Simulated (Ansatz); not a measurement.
IrW:
```xyz
2
Lattice="0.0000 2.6007 2.6007 2.6007 0.0000 2.6007 2.6007 2.6007 0.0000" Properties=species:S:1:pos:R:3 pbc="T T T"
Ir     0.0000     0.0000     0.0000
W      2.6007     2.6007     2.6007
```

Relaxed with PBE. Special points in fractions of this cell's reciprocal vectors: Γ (0.000, 0.000, 0.000); X (0.500, 0.000, 0.500); U (0.625, 0.250, 0.625); K (0.375, 0.375, 0.750); L (0.500, 0.500, 0.500); W (0.500, 0.250, 0.750).

### Question
List the band energies nearest the Fermi level at these points for PBE in the plane-wave PAW code Ansatz.

### Answer
In eV from the Fermi level; about four levels below and three above (degenerate sets whole), none deeper than 8.9 eV; points with the same levels are listed once.

```tsv
k	below	above
Γ	-5.83 -5.83 -5.19 -5.19 -5.19	2.43 2.43 2.43
X	-4.50 -1.85 -1.85 -1.36	0.81 0.81 2.62
U	-4.23 -3.68 -2.30 -0.27	0.73 0.74 0.83
L	-2.20 -2.20 -1.97 -1.97 -0.97	0.19 0.19 1.26
W	-5.00 -5.00 -2.95 -1.82 -1.60	0.76 0.77 0.77
```

Space group Fm-3m (rock salt). The start of the workflow was typed in or built on a structure type; neither database checked (COD, Materials Project) lists it. COD files the formula under space group No. 51. Its standing as an ambient phase is unchecked. The cell was relaxed with PBE under the symmetry of its start; whether a distortion lowers the energy is not shown. No spin polarisation was allowed. The volume moved by 18 % from the start of the relaxation. Its formation energy is positive at this level, so the cell may be metastable or incomplete. Spin–orbit coupling is left out wherever it is not named.

Potentials: the earlier of the program's two PAW sets.
